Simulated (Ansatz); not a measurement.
KZn2BCl2O3 in space group R32 (No. 155; Pearson symbol hR9), the program Ansatz at the r²SCAN level (PAW), all energies at zero smearing, with the estimated change up to a 700 eV cutoff added, with one set of potentials and settings (totals compare only within such a set). Cell of 9 atoms (1 K, 2 Zn, 1 B, 2 Cl, 3 O): -12233.764 eV.

```csv
element,reference phase,E (eV/atom)
K,"Im-3m, 1 atoms in the cell",-1542.4813
Zn,"P6_3/mmc, 2 atoms in the cell",-3325.6729
B,"R-3m, 12 atoms in the cell",-156.5544
Cl,"Cmce, 4 atoms in the cell",-1083.6259
O,"C2/m, 4 atoms in the cell, spin-polarised",-566.0281
```

Formation energy per atom, worked out: (-12233.764 − 1×(-1542.4813) − 2×(-3325.6729) − 1×(-156.5544) − 2×(-1083.6259) − 3×(-566.0281))/9 = -2.005 eV/atom (-193 kJ per mol of atoms), at 0 K, without zero-point energy or fitted corrections.

The first step of the workflow began from a Materials Project structure, measured or hypothetical; the Crystallography Open Database files this formula in space group No. 155, but the cells were not matched. Whether it is the stable phase at ambient conditions was not checked. The cell was relaxed with r²SCAN under the symmetry of its start; its stability against distortions is not shown here. The references are the lowest solids computed at this level, not always the standard phases (solids in place of the gases).

Potentials: the later of the program's two PAW sets.
